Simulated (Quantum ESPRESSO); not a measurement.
# Si3FO4N: input and log of a self-consistent run

Simulated, not a measurement. The program is pw.x of Quantum ESPRESSO 7.5 (plane-wave density functional theory). The cell is made up: 9 atoms on a quartz lattice, with randomly drawn elements, strain and displacements, not relaxed. PseudoDojo standard norm-conserving files (v0.5 for PBE, v0.4.1 for LDA and PBEsol) set the functional; there is no spin polarisation, spin-orbit coupling or dispersion term, and the masses in the input are unused placeholders.

Input:

```
&control calculation='scf', pseudo_dir='./dojo.nc.sr.pbe.v0_5.standard.upf', outdir='./o', disk_io='low', tprnfor=.true., tstress=.true. /
&system ibrav=0, nat=9, ntyp=4, nbnd=30, ecutwfc=84.00895049, nosym=.true., tot_charge=0,
 occupations='smearing', smearing='fd', degauss=0.0018374661
/
&electrons conv_thr=7.350e-09, electron_maxstep=60, /
ATOMIC_SPECIES
F 1.0 F.upf
N 1.0 N.upf
O 1.0 O.upf
Si 1.0 Si.upf
CELL_PARAMETERS angstrom
4.9821 0.0693 0.0886
-2.431 4.1962 -0.0809
0.0972 -0.0464 5.3785
ATOMIC_POSITIONS angstrom
Si 2.3568 0.0416 3.622
Si -0.8827 2.1379 1.7638
Si 1.4166 2.1607 0.0663
F 1.4826 1.1393 4.1767
O 3.2731 0.5627 2.5021
O 2.8577 2.5577 0.7936
O 0.5195 1.7518 1.0715
O -1.106 3.0849 2.9263
N 1.0013 3.5678 4.6422
K_POINTS automatic
5 5 4 1 1 1
```

The log is shortened where brackets say so; the opening notice, blank lines, dates and the lines on written files are dropped, and the path of the files is cut. It prints rydbergs, bohrs and kilobars, and counts compression as positive stress. With no partly filled state, the Fermi energy that it prints is only some level between the filled and the empty states on the mesh, and need not lie in the true gap.

```
     Program PWSCF v.7.5
     Parallel version (MPI & OpenMP), running on       4 processor cores
     Number of MPI processes:                 4
     Threads/MPI process:                     1
     [start-up lines left out]
     bravais-lattice index     =            0
     lattice parameter (alat)  =       9.4172  a.u.
     unit-cell volume          =     764.6068 (a.u.)^3
     number of atoms/cell      =            9
     number of atomic types    =            4
     number of electrons       =        48.00
     number of Kohn-Sham states=           30
     kinetic-energy cutoff     =      84.0090  Ry
     charge density cutoff     =     336.0358  Ry
     scf convergence threshold =      7.3E-09
     mixing beta               =       0.7000
     number of iterations used =            8  plain     mixing
     Exchange-correlation= PBE
                           (   1   4   3   4   0   0   0)
     [axes and pseudopotential details left out]
   Cartesian axes
     site n.     atom                  positions (alat units)
         1        Si     tau(   1) = (   0.4729330   0.0083478   0.7268174  )
         2        Si     tau(   2) = (  -0.1771291   0.4290069   0.3539372  )
         3        Si     tau(   3) = (   0.2842655   0.4335821   0.0133043  )
         4        F      tau(   4) = (   0.2975095   0.2286204   0.8381277  )
         5        O      tau(   5) = (   0.6568046   0.1129156   0.5020900  )
         6        O      tau(   6) = (   0.5734473   0.5132471   0.1592497  )
         7        O      tau(   7) = (   0.1042467   0.3515292   0.2150152  )
         8        O      tau(   8) = (  -0.2219382   0.6190390   0.5872131  )
         9        N      tau(   9) = (   0.2009283   0.7159413   0.9315384  )
     number of k points=    50  Fermi-Dirac smearing, width (Ry)=  0.0018
                       cart. coord. in units 2pi/alat
        k(    1) = (   0.0955168   0.1763242   0.1156119), wk =   0.0400000
        k(    2) = (   0.0913672   0.1783877   0.3473385), wk =   0.0400000
     [further k points left out]
     Dense  grid:    79587 G-vectors     FFT dimensions: (  60,  54,  60)
     Estimated max dynamical RAM per process >     161.02 MB
     Estimated total dynamical RAM >     585.80 MB
     Initial potential from superposition of free atoms
     starting charge      47.9981, renormalised to      48.0000
     Starting wfcs are   36 randomized atomic wfcs
     total cpu time spent up to now is        2.1 secs
     per-process dynamical memory:   125.5 Mb
     Self-consistent Calculation
     iteration #  1     ecut=    84.01 Ry     beta= 0.70
     Davidson diagonalization with overlap
     ethr =  1.00E-02,  avg # of iterations =  3.0
     total cpu time spent up to now is        5.6 secs
     total energy              =    -226.85790921 Ry
     estimated scf accuracy    <       2.83288953 Ry
     iteration #  2     ecut=    84.01 Ry     beta= 0.70
     Davidson diagonalization with overlap
     ethr =  5.90E-03,  avg # of iterations =  3.0
     total cpu time spent up to now is        8.9 secs
     total energy              =    -227.50815907 Ry
     estimated scf accuracy    <       2.58195283 Ry
     iteration #  3     ecut=    84.01 Ry     beta= 0.70
     Davidson diagonalization with overlap
     ethr =  5.38E-03,  avg # of iterations =  2.9
     total cpu time spent up to now is       11.8 secs
     total energy              =    -228.01842968 Ry
     estimated scf accuracy    <       0.12493256 Ry
     iteration #  4     ecut=    84.01 Ry     beta= 0.70
     Davidson diagonalization with overlap
     ethr =  2.60E-04,  avg # of iterations =  4.7
     total cpu time spent up to now is       15.3 secs
     total energy              =    -228.04477628 Ry
     estimated scf accuracy    <       0.01138624 Ry
     iteration #  5     ecut=    84.01 Ry     beta= 0.70
     Davidson diagonalization with overlap
     ethr =  2.37E-05,  avg # of iterations =  6.7
     total cpu time spent up to now is       19.1 secs
     total energy              =    -228.04684680 Ry
     estimated scf accuracy    <       0.00190339 Ry
     [iterations 6 to 7 left out]
     iteration #  8     ecut=    84.01 Ry     beta= 0.70
     Davidson diagonalization with overlap
     ethr =  8.01E-08,  avg # of iterations =  2.0
     total cpu time spent up to now is       28.3 secs
     total energy              =    -228.04716750 Ry
     estimated scf accuracy    <       0.00001043 Ry
     iteration #  9     ecut=    84.01 Ry     beta= 0.70
     Davidson diagonalization with overlap
     ethr =  2.17E-08,  avg # of iterations =  3.1
     total cpu time spent up to now is       31.3 secs
     total energy              =    -228.04717058 Ry
     estimated scf accuracy    <       0.00000289 Ry
     iteration # 10     ecut=    84.01 Ry     beta= 0.70
     Davidson diagonalization with overlap
     ethr =  6.01E-09,  avg # of iterations =  2.0
     total cpu time spent up to now is       33.9 secs
     total energy              =    -228.04717076 Ry
     estimated scf accuracy    <       0.00000028 Ry
     iteration # 11     ecut=    84.01 Ry     beta= 0.70
     Davidson diagonalization with overlap
     ethr =  5.85E-10,  avg # of iterations =  4.0
     total cpu time spent up to now is       37.1 secs
     total energy              =    -228.04717084 Ry
     estimated scf accuracy    <       0.00000001 Ry
     iteration # 12     ecut=    84.01 Ry     beta= 0.70
     Davidson diagonalization with overlap
     ethr =  2.09E-11,  avg # of iterations =  2.7
     total cpu time spent up to now is       40.2 secs
     End of self-consistent calculation
          k = 0.0955 0.1763 0.1156 (  9935 PWs)   bands (ev):
   -25.3546 -17.3544 -16.0628 -14.3410 -13.6693  -9.4735  -7.8027  -6.1857
    -5.7682  -5.3691  -3.8107  -2.6982  -1.8215  -1.3775  -0.8207  -0.1413
     0.0499   1.1679   1.4730   1.9378   2.2569   2.9382   4.8586   5.3216
     8.1307  10.1351  11.1919  11.7809  12.2693  12.6322
     [levels at the other k points left out]
     the Fermi energy is     6.0431 ev
!    total energy              =    -228.04717085 Ry
     estimated scf accuracy    <          9.1E-10 Ry
     smearing contrib. (-TS)   =      -0.00000000 Ry
     internal energy E=F+TS    =    -228.04717085 Ry
     The total energy is F=E-TS. E is the sum of the following terms:
     one-electron contribution =    -107.00871873 Ry
     hartree contribution      =      79.16665249 Ry
     xc contribution           =     -61.09990566 Ry
     ewald contribution        =    -139.10519895 Ry
     convergence has been achieved in  12 iterations
     Forces acting on atoms (cartesian axes, Ry/au):
     atom    1 type  4   force =     0.26501496   -0.33645095    0.01292866
     atom    2 type  4   force =    -0.19206007   -0.21788637   -0.11258280
     atom    3 type  4   force =     0.29247719    0.48293094   -0.23062976
     atom    4 type  1   force =    -0.15331504    0.06811121   -0.00390163
     atom    5 type  3   force =     0.10084739    0.17211374   -0.14752917
     atom    6 type  3   force =     0.03486761   -0.04006047   -0.03403461
     atom    7 type  3   force =    -0.31918032   -0.19292530    0.37255382
     atom    8 type  3   force =     0.00485440    0.11408151    0.10005706
     atom    9 type  2   force =    -0.03350612   -0.04991431    0.04313843
     Total force =     1.026014     Total SCF correction =     0.000060
     Computing stress (Cartesian axis) and pressure
          total   stress  (Ry/bohr**3)                   (kbar)     P=      163.60
   0.00060416  -0.00012551  -0.00137721           88.87      -18.46     -202.59
  -0.00012551   0.00064977   0.00064613          -18.46       95.58       95.05
  -0.00137721   0.00064613   0.00208239         -202.59       95.05      306.33
     init_run     :      2.00s CPU      2.07s WALL (       1 calls)
     electrons    :     37.81s CPU     38.06s WALL (       1 calls)
     forces       :      0.63s CPU      0.64s WALL (       1 calls)
     stress       :      2.12s CPU      2.12s WALL (       1 calls)
     [timing details left out]
     PWSCF        :     42.65s CPU     43.02s WALL
     JOB DONE.
```

In other units: free energy -3102.740 eV for the cell, pressure 16.36 GPa, largest force component 12.417 eV/Å. A rerun of this cell at a cutoff of 1437 eV and k mesh 7 x 7 x 6 moved values by no more than 0.003 eV in energy, 0.02 GPa in stress and 0.002 eV/Å in force.